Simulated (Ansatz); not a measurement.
Steps from a short run of molecular dynamics on a 2×2×2 supercell (16 atoms) of BP (zincblende), relaxed with r2SCAN; forces from r2SCAN in the PAW code Ansatz, 4×4×4 mesh, Fermi-Dirac smearing of 0.020 eV, constant energy and volume (NVE), started at 200 K. Computed, non-magnetic; the trajectory is short and the cell small, so nothing here is a converged average.

Cell vectors in Å:
```
0.0000 4.5366 4.5366
4.5366 0.0000 4.5366
4.5366 4.5366 0.0000
```

Question: At 4 fs the positions in Å are
```
B    0.039   0.010   0.017
P    1.139   1.149   1.139
B    2.262   2.262   0.017
P    3.418   3.398   1.112
B    2.256   0.006   2.279
P    3.390   1.137   3.419
B    4.525   2.255   2.277
P    5.677   3.393   3.397
B   -0.013   2.288   2.265
P    1.133   3.405   3.404
B    2.267   4.540   2.282
P    3.396   5.661   3.397
B    2.252   2.287   4.534
P    3.400   3.395   5.656
B    4.529   4.528   4.534
P    5.678   5.673   5.676
```
What are the forces, and how far does the free energy (smearing included) lie above that of step 0, with the atoms on their sites?

Answer: 3.8 meV an atom; forces in eV/Å:
```
B   -0.644  -0.029  -0.324
P   -0.052  -0.065   0.373
B    0.272   0.127  -0.492
P   -0.152   0.150   0.649
B    0.302  -0.133  -0.190
P    0.245  -0.125  -0.076
B    0.131   0.149  -0.165
P   -0.299   0.019   0.194
B    0.072  -0.345   0.069
P   -0.069   0.181  -0.136
B    0.168  -0.239  -0.500
P    0.125   0.267   0.235
B    0.170  -0.395   0.096
P   -0.204   0.470   0.347
B    0.289   0.110  -0.056
P   -0.352  -0.143  -0.024
```

Question: At 12 fs positions (Å), velocities (Å/fs) and forces (eV/Å) are
```
B   0.0831  0.0280  0.0352    0.0015  0.0020  0.0003   -1.2092 -0.0567 -0.5580
P   1.1474  1.1765  1.1557    0.0009  0.0032  0.0028   -0.1091 -0.2793  0.5843
B   2.2641  2.2562  0.0261    0.0018  0.0001 -0.0018    0.4548  0.2342 -0.8441
P   3.4462  3.3920  1.0801    0.0031 -0.0005 -0.0025   -0.3820  0.2502  1.3438
B   2.2471  0.0115  2.2914    0.0006 -0.0001  0.0004    0.5013 -0.2276 -0.3300
P   3.3697  1.1390  3.4500   -0.0019  0.0000  0.0035    0.5900 -0.2576 -0.4194
B   4.5090  2.2348  2.2858   -0.0011 -0.0015  0.0002    0.2764  0.3012 -0.2637
P   5.6830  3.3758  3.3886    0.0001 -0.0021 -0.0006   -0.5637  0.1498  0.3257
B  -0.0355  2.3090  2.2634   -0.0022  0.0006  0.0003    0.1888 -0.6085  0.1626
P   1.1295  3.4124  3.4035   -0.0006  0.0013 -0.0004   -0.1431  0.3016 -0.3442
B   2.2718  4.5350  2.2842    0.0015 -0.0020 -0.0027    0.2485 -0.4058 -0.8633
P   3.3856  5.6456  3.3906   -0.0009 -0.0013 -0.0003    0.3869  0.5074  0.4002
B   2.2275  2.3034  4.5334   -0.0020 -0.0004  0.0006    0.3031 -0.7078  0.1867
P   3.3909  3.3880  5.6316   -0.0015  0.0002 -0.0021   -0.2598  0.9554  0.8014
B   4.5289  4.5167  4.5261    0.0016 -0.0007 -0.0013    0.4610  0.2182 -0.0676
P   5.6851  5.6738  5.6852    0.0001 -0.0003  0.0011   -0.7441 -0.3746 -0.1144
```
Where are the atoms one step (2 fs) later, and what forces do they feel?

Answer:
```
B   0.0839  0.0320  0.0348   -1.1339 -0.0282 -0.4980
P   1.1492  1.1827  1.1617   -0.1049 -0.3530  0.4571
B   2.2686  2.2567  0.0209    0.3852  0.1988 -0.7354
P   3.4523  3.3912  1.0759   -0.4376  0.2367  1.3548
B   2.2492  0.0110  2.2916    0.4485 -0.2179 -0.3076
P   3.3662  1.1389  3.4567    0.6375 -0.2657 -0.5438
B   4.5072  2.2324  2.2857    0.2748  0.2920 -0.2214
P   5.6829  3.3717  3.3876   -0.5295  0.2145  0.2867
B  -0.0396  2.3090  2.2642    0.2028 -0.5493  0.1616
P   1.1282  3.4152  3.4025   -0.1311  0.2511 -0.3585
B   2.2752  4.5301  2.2772    0.2259 -0.3668 -0.7741
P   3.3841  5.6433  3.3902    0.4364  0.4773  0.3443
B   2.2240  2.3014  4.5349    0.2735 -0.6302  0.1685
P   3.3878  3.3890  5.6278   -0.1879  0.9456  0.8555
B   4.5329  4.5157  4.5234    0.3917  0.2115 -0.0369
P   5.6848  5.6731  5.6873   -0.7515 -0.4164 -0.1529
```
The temperature goes from 70.5 to 70.1 K.

Question: At 16 fs positions (Å), velocities (Å/fs) and forces (eV/Å) are
```
B   0.0806  0.0358  0.0326   -0.0025  0.0019 -0.0014   -0.9778  0.0060 -0.3985
P   1.1509  1.1885  1.1683    0.0008  0.0028  0.0034   -0.0937 -0.4315  0.2678
B   2.2745  2.2581  0.0131    0.0032  0.0008 -0.0044    0.2765  0.1451 -0.5564
P   3.4578  3.3907  1.0734    0.0026 -0.0002 -0.0008   -0.4913  0.2094  1.3012
B   2.2530  0.0096  2.2907    0.0022 -0.0008 -0.0007    0.3595 -0.1943 -0.2643
P   3.3636  1.1385  3.4628   -0.0011 -0.0003  0.0028    0.6646 -0.2614 -0.6759
B   4.5064  2.2310  2.2847   -0.0002 -0.0005 -0.0006    0.2584  0.2647 -0.1572
P   5.6821  3.3679  3.3869   -0.0005 -0.0018 -0.0003   -0.4576  0.2879  0.2251
B  -0.0429  2.3071  2.2656   -0.0015 -0.0014  0.0008    0.2098 -0.4445  0.1496
P   1.1267  3.4184  3.4011   -0.0008  0.0016 -0.0008   -0.1072  0.1725 -0.3535
B   2.2795  4.5240  2.2674    0.0023 -0.0033 -0.0054    0.1861 -0.2964 -0.6176
P   3.3830  5.6416  3.3902   -0.0004 -0.0007  0.0001    0.4759  0.4128  0.2527
B   2.2215  2.2971  4.5370   -0.0010 -0.0026  0.0012    0.2245 -0.4951  0.1355
P   3.3845  3.3912  5.6250   -0.0017  0.0014 -0.0011   -0.0896  0.8811  0.8828
B   4.5383  4.5154  4.5206    0.0030  0.0000 -0.0014    0.2830  0.1923  0.0046
P   5.6836  5.6718  5.6892   -0.0008 -0.0008  0.0009   -0.7210 -0.4487 -0.1960
```
Where are the atoms one step (2 fs) later, and what forces do they feel?

Answer:
```
B   0.0739  0.0397  0.0290   -0.7548  0.0342 -0.2698
P   1.1524  1.1938  1.1752   -0.0777 -0.5112  0.0353
B   2.2814  2.2599  0.0034    0.1410  0.0831 -0.3251
P   3.4627  3.3905  1.0725   -0.5394  0.1690  1.1883
B   2.2580  0.0076  2.2889    0.2411 -0.1557 -0.2025
P   3.3617  1.1377  3.4681    0.6674 -0.2419 -0.8093
B   4.5066  2.2306  2.2832    0.2295  0.2218 -0.0781
P   5.6808  3.3645  3.3866   -0.3547  0.3643  0.1491
B  -0.0456  2.3035  2.2675    0.2105 -0.3037  0.1277
P   1.1252  3.4218  3.3992   -0.0747  0.0742 -0.3296
B   2.2844  4.5168  2.2555    0.1269 -0.1979 -0.4052
P   3.3826  5.6405  3.3905    0.5052  0.3208  0.1340
B   2.2199  2.2911  4.5396    0.1635 -0.3165  0.0923
P   3.3811  3.3946  5.6234    0.0271  0.7654  0.8819
B   4.5448  4.5159  4.5178    0.1438  0.1629  0.0524
P   5.6815  5.6700  5.6909   -0.6545 -0.4689 -0.2411
```
The temperature goes from 78.2 to 89.2 K.

Question: At 36 fs positions (Å), velocities (Å/fs) and forces (eV/Å) are
```
B   0.0077  0.0682  0.0104    0.0016 -0.0002  0.0020    0.8188 -0.3634  0.3665
P   1.1634  1.2047  1.2062    0.0004 -0.0014 -0.0013   -0.1755 -0.5959 -1.1951
B   2.3139  2.2697 -0.0406   -0.0014 -0.0006  0.0034   -0.3544 -0.1897  0.6835
P   3.4745  3.3893  1.1021   -0.0009 -0.0004  0.0018   -0.4891 -0.1651 -0.2359
B   2.2841 -0.0072  2.2750   -0.0021  0.0010  0.0012   -0.4861  0.3206  0.3039
P   3.3729  1.1273  3.4582    0.0012  0.0000 -0.0034   -0.0415  0.4338 -0.6298
B   4.5265  2.2370  2.2843    0.0010 -0.0005  0.0014   -0.0877 -0.1826  0.0389
P   5.6679  3.3614  3.3834    0.0002  0.0014 -0.0002    0.4471  0.4488  0.1481
B  -0.0386  2.2866  2.2887    0.0016  0.0023  0.0001    0.1078  0.3936 -0.2697
P   1.1121  3.4426  3.3739   -0.0003  0.0001 -0.0009    0.2410 -0.4015  0.5180
B   2.3084  4.4749  2.1877   -0.0018  0.0015  0.0030   -0.4282  0.5792  0.9549
P   3.4053  5.6341  3.3846    0.0021 -0.0005 -0.0013   -0.0087  0.0695 -0.2730
B   2.2114  2.2615  4.5573   -0.0006  0.0024 -0.0004    0.0552  0.4676 -0.2365
P   3.3676  3.4384  5.6480    0.0007  0.0013  0.0024    0.4473 -0.8288  0.0971
B   4.5646  4.5264  4.5140   -0.0033 -0.0004  0.0009   -0.5517 -0.2486  0.0467
P   5.6450  5.6322  5.6878   -0.0016 -0.0024 -0.0012    0.5056  0.2626 -0.3176
```
Where are the atoms one step (2 fs) later, and what forces do they feel?

Answer:
```
B   0.0123  0.0672  0.0150    0.6516 -0.3633  0.2386
P   1.1640  1.2016  1.2029   -0.2264 -0.5088 -1.0967
B   2.3104  2.2682 -0.0327   -0.2467 -0.1749  0.4976
P   3.4725  3.3883  1.1056   -0.4847 -0.1136 -0.1930
B   2.2791 -0.0046  2.2778   -0.3781  0.2824  0.2454
P   3.3752  1.1277  3.4510   -0.0640  0.4468 -0.3700
B   4.5283  2.2357  2.2871   -0.0817 -0.1559 -0.0607
P   5.6685  3.3644  3.3830    0.3974  0.3546  0.2574
B  -0.0351  2.2920  2.2884    0.0814  0.2633 -0.3004
P   1.1116  3.4426  3.3724    0.2687 -0.3562  0.6367
B   2.3040  4.4790  2.1955   -0.3276  0.5009  0.7849
P   3.4095  5.6330  3.3818   -0.1470  0.2045 -0.1589
B   2.2104  2.2671  4.5562    0.1084  0.3250 -0.2263
P   3.3693  3.4405  5.6529    0.3161 -0.8600  0.0371
B   4.5570  4.5251  4.5159   -0.4268 -0.2576 -0.0041
P   5.6421  5.6275  5.6853    0.5595  0.4128 -0.2876
```
The temperature goes from 60.3 to 81.0 K.

Question: At 40 fs the positions in Å are
```
B    0.019   0.065   0.020
P    1.164   1.198   1.198
B    2.306   2.266  -0.023
P    3.470   3.387   1.109
B    2.273  -0.001   2.282
P    3.377   1.129   3.443
B    4.530   2.234   2.290
P    5.670   3.368   3.383
B   -0.031   2.298   2.287
P    1.111   3.442   3.372
B    2.299   4.485   2.206
P    3.414   5.632   3.379
B    2.210   2.274   4.554
P    3.371   3.442   5.658
B    4.548   4.523   4.518
P    5.640   5.623   5.682
```
What are the forces, and how far does the free energy (smearing included) lie above that of step 0, with the atoms on their sites?

Answer: 12.1 meV an atom; forces in eV/Å:
```
B    0.421  -0.349   0.082
P   -0.276  -0.413  -0.954
B   -0.121  -0.140   0.273
P   -0.481  -0.047  -0.110
B   -0.236   0.222   0.163
P   -0.065   0.434  -0.092
B   -0.062  -0.107  -0.165
P    0.317   0.240   0.367
B    0.053   0.103  -0.315
P    0.292  -0.300   0.739
B   -0.201   0.393   0.559
P   -0.277   0.350  -0.030
B    0.164   0.155  -0.199
P    0.156  -0.848  -0.009
B   -0.267  -0.244  -0.051
P    0.584   0.550  -0.257
```

Question: At 52 fs positions (Å), velocities (Å/fs) and forces (eV/Å) are
```
B   0.0581  0.0284  0.0402   -0.0001 -0.0042 -0.0008   -0.9984 -0.1079 -0.5622
P   1.1579  1.1687  1.1536   -0.0012 -0.0026 -0.0040   -0.3473  0.0254  0.1486
B   2.2862  2.2506  0.0265    0.0001 -0.0005  0.0009    0.4242  0.2640 -0.8393
P   3.4424  3.3823  1.1300   -0.0030  0.0000  0.0022   -0.2735  0.3207  0.3396
B   2.2361  0.0279  2.3044   -0.0012  0.0019  0.0008    0.5182 -0.2219 -0.3113
P   3.3901  1.1432  3.4059    0.0011  0.0016 -0.0017    0.0953  0.0599  0.9218
B   4.5388  2.2241  2.2830    0.0012  0.0003 -0.0026    0.1393  0.3420 -0.3588
P   5.6800  3.3891  3.3956    0.0006  0.0013  0.0021   -0.2867 -0.4463  0.4990
B  -0.0075  2.3232  2.2594    0.0020 -0.0006 -0.0030    0.0028 -0.6549  0.0458
P   1.1185  3.4338  3.3880    0.0011 -0.0009  0.0027    0.2501 -0.0832  0.5415
B   2.2653  4.5342  2.2791   -0.0016  0.0036  0.0038    0.3039 -0.2897 -0.7682
P   3.4267  5.6421  3.3655    0.0001  0.0022 -0.0003   -0.5163  0.7845  0.5900
B   2.2240  2.3044  4.5344    0.0028  0.0000 -0.0014    0.3159 -0.6630  0.1768
P   3.3803  3.4287  5.6860   -0.0001 -0.0020  0.0020   -0.6288 -0.2800 -0.2459
B   4.4956  4.4984  4.5220   -0.0021 -0.0020 -0.0003    0.6287  0.1801 -0.0923
P   5.6414  5.6164  5.6595    0.0010  0.0009 -0.0022    0.3725  0.7702 -0.0852
```
Where are the atoms one step (2 fs) later, and what forces do they feel?

Answer:
```
B   0.0560  0.0198  0.0376   -1.0539 -0.0201 -0.5194
P   1.1552  1.1635  1.1456   -0.3026  0.0442  0.2396
B   2.2871  2.2500  0.0269    0.3873  0.2823 -0.8304
P   3.4362  3.3825  1.1347   -0.2130  0.3463  0.3072
B   2.2347  0.0314  2.3055    0.5229 -0.2689 -0.3274
P   3.3924  1.1464  3.4030    0.1318 -0.0248  0.8878
B   4.5414  2.2253  2.2771    0.1416  0.3720 -0.2670
P   5.6810  3.3914  3.4001   -0.3166 -0.4793  0.3803
B  -0.0035  2.3209  2.2535    0.0166 -0.6402  0.1517
P   1.1209  3.4320  3.3938    0.2195 -0.1070  0.3619
B   2.2626  4.5409  2.2853    0.2930 -0.3500 -0.8210
P   3.4266  5.6470  3.3654   -0.4559  0.7173  0.6031
B   2.2302  2.3032  4.5319    0.2743 -0.6580  0.2279
P   3.3797  3.4245  5.6899   -0.6092 -0.1698 -0.2935
B   4.4925  4.4948  4.5212    0.6415  0.2550 -0.0486
P   5.6436  5.6187  5.6551    0.3228  0.7009 -0.0520
```
The temperature goes from 94.6 to 98.6 K.
